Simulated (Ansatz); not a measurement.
Sb:
```
Sb
1.0
    3.04092     0.00000     0.00000
    0.00000     3.04092     0.00000
    0.00000     0.00000     3.04092
Sb
1
Direct
  0.00000   0.00000   0.00000
```

Relaxed with LDA. Special points in fractions of this cell's reciprocal vectors: Γ (0.000, 0.000, 0.000); X (0.000, 0.500, 0.000); M (0.500, 0.500, 0.000); R (0.500, 0.500, 0.500).

List the band energies nearest the Fermi level at these points for LDA in the plane-wave PAW code Ansatz.

In eV from the Fermi level; about four levels below and three above (degenerate sets whole), none deeper than 8.9 eV; … stands for higher levels left out; points with the same levels are listed once.

```tsv
k	below	above
Γ	–	3.33 3.33 3.33
X	-6.00	5.50 5.50 9.82
M	-7.52 -3.82 -3.82	1.99 7.74 …
R	-4.41 -1.76 -1.76 -1.76	…
```

Space group Pm-3m (simple cubic). The first step of the workflow began from a Materials Project structure, measured or hypothetical; the Crystallography Open Database files this formula in space group No. 221, but the cells were not matched. It is not the phase usual at ambient conditions (space group No. 166). The cell was relaxed with LDA under the symmetry of its start; whether a distortion lowers the energy is not shown. Scalar-relativistic: spin–orbit coupling is off unless named, which matters more the heavier the elements.

Potentials: the earlier of the program's two PAW sets. The files were generated under PBE; for other functionals the program regenerates the frozen cores, and for LDA and PBEsol the local potential too.
